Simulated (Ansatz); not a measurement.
## WS₂ under strain: 33S nuclear quadrupole resonance

Cell: a structure deposited in the COD, relaxed with PBE at fixed cell and then changed (z stretched by 3 %, ions relaxed).

```cif
data_structure
_symmetry_space_group_name_H-M 'P 1'
_symmetry_Int_Tables_number 1
_cell_length_a 3.1532
_cell_length_b 3.1532
_cell_length_c 12.6927
_cell_angle_alpha 90.000
_cell_angle_beta 90.000
_cell_angle_gamma 120.000
_cell_volume 109.29
loop_
_atom_site_label
_atom_site_type_symbol
_atom_site_fract_x
_atom_site_fract_y
_atom_site_fract_z
_atom_site_occupancy
W1 W 0.33333 0.66667 0.25000 1
W2 W 0.66667 0.33333 0.75000 1
S3 S 0.33333 0.66667 0.62561 1
S4 S 0.66667 0.33333 0.12561 1
S5 S 0.33333 0.66667 0.87439 1
S6 S 0.66667 0.33333 0.37439 1
```

Sites (sets of like atoms) are named by element and the number of their first atom in this list.

The numbers come from a DFT calculation in Ansatz (PBE, plane waves and PAW, scalar-relativistic, collinear spin, 420 eV cutoff, Γ-centred 16×16×4 k-points, Fermi–Dirac smearing 0.02 eV). Start moments as typed (μB): 2 on each W, none on the rest.

33S: I = 3/2, Q = -69.40 mb (year-2017 value). Static lattice, zero field.

**Question.** Predict the zero-field 33S lines of each site.

**Answer.** For I = 3/2 there is one line, ν = (|C_Q|/2)(1 + η²/3)^½.

```tsv
site	atoms	V_zz (10²¹ V/m²)	C_Q (MHz)	η	line frequencies (MHz)
S	3, 4, 5, 6	-4.34	7.29	0.00	3.64
```

An axis of threefold or higher order runs through S, so V_zz lies along it and η is zero.

Without spin–orbit coupling the gradients at and beside W can be off by some per cent, at some sites by more. The start moments die out, and the run ends without spin.
